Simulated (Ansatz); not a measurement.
A plane-wave run on Y6Sb2N

The input, for Ansatz 0.2.0 (plane waves, PAW):

```yaml
crystal:
  lattice:
    - [8.219633, 0.0, 0.0]
    - [-4.109816, 7.118416, 0.0]
    - [0.0, 0.0, 4.224678]
  atoms:
    - { symbol: "Y", position: [0.236, 0.0, 0.0] }
    - { symbol: "Y", position: [0.764, 0.764, 0.0] }
    - { symbol: "Y", position: [0.0, 0.236, 0.0] }
    - { symbol: "Y", position: [0.597, 0.0, 0.5] }
    - { symbol: "Y", position: [0.403, 0.403, 0.5] }
    - { symbol: "Y", position: [0.0, 0.597, 0.5] }
    - { symbol: "N", position: [0.0, 0.0, 0.5] }
    - { symbol: Sb, position: [0.3333, 0.6667, 0.0] }
    - { symbol: Sb, position: [0.6667, 0.3333, 0.0] }
  symmetry: { tolerance: 0.0003 }
kpoints:
  mp_grid: { grid: [5, 5, 8], shift: [0, 0, 0] }
magnetization:
  spin_polarized: false
scf:
  occupations: { method: fermi_dirac, width: 0.0106 }
  lower_state_search: "off"
  max_iter: 200
hamiltonian:
  pseudopotentials: { kind: paw }
  xc: pbe
basis:
  ecutwfc: 420
  fft_grid_basis: typed
output:
  forces: true
  stress: true
  eigenvalues: true
  bader: true
  populations: true
  elf: true
  write_potential: true
  volumetric_format: npy
  dos:
    e_range: [-12, 8]
    de: 0.05
    projected: { site_lists: { "N": ["N"], Sb: [Sb], "Y": ["Y"] } }
checkpoint:
  read: saved_state
```

The saved state is an earlier solution for the same cell, perhaps on another mesh. 

Output (shortened):

```
SCF iter   1: F=—  Δρ=1.10e-3  dr2=4.66e-3
SCF iter   2: F=—  Δρ=6.47e-4  dr2=1.53e-3
SCF iter   3: F=—  Δρ=1.11e-4  dr2=3.92e-5
SCF iter   4: F=—  Δρ=2.69e-5  dr2=2.38e-6
SCF iter   5: F=-36449.8246 eV  Δρ=5.12e-6  dr2=7.39e-8
SCF iter   6: F=-36449.8246 eV  Δρ=1.74e-6  dr2=6.31e-9
Free energy (F): -36449.8246 eV
Harris-Foulkes:  -36449.8246 eV  (|F-HF|=1.08e-9)
Internal energy: -36449.8230 eV  (E = F + TS)
E sigma→0 (E₀):  -36449.8238 eV
Entropy (-TS):   -0.0015 eV (-0.172 meV/atom)
Fermi energy:    10.2766 eV
--- Per-component energies (eV) ---
  E_band       = -982.0792
  E_kinetic    = 2362.5599
  E_local      = -6936.1323  (includes V_loc(G=0)·N_el)
  E_nonlocal   = 1070.9378
  E_hartree    = 2656.5357
  E_xc         = -1374.3772
  E_vxc        = -1460.1536  (∫ρ·V_xc dr)
  E_paw        = -26232.2378  (= ΣΔE_a)
  E_vpaw       = -1332.3598  (= ΣTr[D̂ρ^β])
  E_aug_tail   = 0.0000  (compensation charges beyond the density's cutoff)
  E_ewald      = -7997.1093
  E_smearing   = -0.0015  (= −TS)
--- Stress (GPa, compression-positive) ---
       -3.4728       0.0000       0.0000
        0.0000      -3.4728       0.0000
        0.0000       0.0000      -9.0079
  P = ⅓ Tr σ = -5.3179 GPa (-53.179 kbar)
```

Total energies depend on the potentials used, so only differences within one code and one set of settings carry meaning.

Origin: a known structure type with other elements, at an estimated volume, so it need not be a known compound. Caveats: many states at the Fermi level without spin polarisation, so a magnetic state may lie lower.
